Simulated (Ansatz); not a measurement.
SiRh in space group P-6m2 (No. 187; Rh on 1a, Si on 1f), PBE (plane waves, PAW; program Ansatz), all energies at zero smearing, with the estimated change up to a 700 eV cutoff added, with one set of potentials and settings (totals compare only within such a set). Cell of 2 atoms (1 Rh, 1 Si): -7040.072 eV.

```
element             reference phase  E (eV/atom)
-------  --------------------------  -----------
Rh       Fm-3m, 1 atoms in the cell   -6402.8911
Si       Fd-3m, 2 atoms in the cell    -635.8096
```

Formation energy per atom, worked out: (-7040.072 − 1×(-6402.8911) − 1×(-635.8096))/2 = -0.686 eV/atom (-66 kJ per mol of atoms), at 0 K, without zero-point energy or fitted corrections.

A made-up cell: these elements were put on the sites of a structure type; neither database checked (COD, Materials Project) lists it. COD files the formula under space group No. 14, so this cell is another polymorph or a model. Whether it is the stable phase at ambient conditions was not checked. The cell was relaxed with PBE under the symmetry of its start; its stability against distortions is not shown here. The run is not spin-polarised. The references are the lowest solids computed at this level, not always the standard phases.

Potentials: the later of the program's two PAW sets.
